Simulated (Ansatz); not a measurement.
Cs₂PdBr₆ in space group Fm-3m (No. 225; Cs on 8c, Pd on 4a, Br on 24e), r²SCAN in the plane-wave PAW code Ansatz. The conduction-band minimum lies at X, with 3 equivalent valleys. Second derivatives d²E/dk² of the lowest band at one valley (eV·Å²), along Cartesian directions:

| direction | d²E/dk² |
|---|---|
| [100] | 13.15 |
| [010] | 12.12 |
| [001] | 12.12 |
| [110] | 12.64 |
| [101] | 12.64 |
| [011] | 12.12 |

Find the principal effective masses, the density-of-states mass and the conductivity mass.

Off-diagonal terms follow from H_xy = H[110] − (H_xx + H_yy)/2, and m*/mₑ = 7.620 eV·Å² over each eigenvalue: 0.58, 0.63, 0.63. One valley's DOS mass (m₁m₂m₃)^(1/3) = 0.61, conductivity mass 3/(Σ 1/mᵢ) = 0.61 mₑ.

What effective density of states Nc follows at 300 K for parabolic valleys?

Nc = 2.509e19 × 3 × (0.61)^(3/2) ≈ 3.6e19 cm⁻³.

The first step of the workflow began from a Materials Project structure, measured or hypothetical; the Crystallography Open Database copy checked does not list it. Its standing as an ambient phase is unchecked. The r²SCAN relaxation kept the symmetry of its start; its stability against distortions is not shown here. No spin polarisation was allowed. Spin–orbit coupling is left out wherever it is not named.

Potentials: the later of the program's two PAW sets.

Edges and masses are those of Kohn–Sham bands, whose gap is no quasiparticle gap.
